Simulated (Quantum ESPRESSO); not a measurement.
An isovalent swap in LiCl: field gradients

Host, cell and atoms relaxed with PBE and no dispersion term (field gradients by the PAW reconstruction of the field gradient on a scalar-relativistic PBE ground state (a modified build of Quantum ESPRESSO, JTH datasets), 25 Ha, k-mesh 5×5×5 through Γ):

| site | site symmetry | Vzz (10²¹ V/m²) | η_Q | ∣C_Q∣ (MHz) |
|---|---|---|---|---|
| Li (atoms 1, 3, 5, 7) | m-3m | 0 | – | 0 (⁷Li) |
| Cl (atoms 2, 4, 6, 8) | m-3m | 0 | – | 0 (³⁵Cl) |

Its cell: a = b = c = 5.143 Å, α = β = γ = 90.00°.

Changed cell (atom 2 is the new one; 25 Ha, k-mesh 5×5×5 through Γ):

```xyz
8
Lattice="4.9600 0.0000 0.0000 0.0000 4.9600 0.0000 0.0000 0.0000 4.9600" Properties=species:S:1:pos:R:3 pbc="T T T"
Li     0.0000     0.0000     0.0000
F      2.4800     0.0000     0.0000
Li     0.0000     2.4800     2.4800
Cl     2.4800     2.4800     2.4800
Li     2.4800     0.0000     2.4800
Cl     0.0000     0.0000     2.4800
Li     2.4800     2.4800     0.0000
Cl     0.0000     2.4800     0.0000
```
The cell was made here from a computed Materials Project entry: one of 4 Cl replaced by F, cell and atoms relaxed (PBE without dispersion, pw.x of Quantum ESPRESSO, symmetry kept). The parent is LiCl in Fm-3m. The swapped cell is a model, not a known phase. Stability against distortions was not tested.

Quadrupole moments taken as inputs (sizes, barn, from the tables of PySCF and pymatgen): ⁷Li 0.0401, ³⁵Cl 0.0817.

Convention: |Vzz| is the largest principal value, η_Q = (Vxx − Vyy)/Vzz, |C_Q| = |eQVzz/h|. Cores are frozen. Against all-electron runs on small test molecules, this scheme's |Vzz| missed by −3 to −9 % on Cl.

Problem. What do the sites of the changed cell show?

Solution. 
```json
[
 {"site": "Li1 (atoms 1, 5, 7)", "distance to atom 2 (Å)": "2.48", "Vzz (10²¹ V/m²)": "under 0.2", "η_Q": "–", "∣C_Q∣ (MHz)": "under 0.19"},
 {"site": "F (atom 2)", "distance to atom 2 (Å)": "–", "Vzz (10²¹ V/m²)": "0", "η_Q": "–", "∣C_Q∣ (MHz)": "–"},
 {"site": "Li2 (atom 3)", "distance to atom 2 (Å)": "4.30", "Vzz (10²¹ V/m²)": "0", "η_Q": "–", "∣C_Q∣ (MHz)": "0"},
 {"site": "Cl (atoms 4, 6, 8)", "distance to atom 2 (Å)": "3.51", "Vzz (10²¹ V/m²)": "-0.41", "η_Q": "0.00", "∣C_Q∣ (MHz)": "0.80"}
]
```
The swap repeats in every cell, so this is an ordered compound and not a dilute impurity.
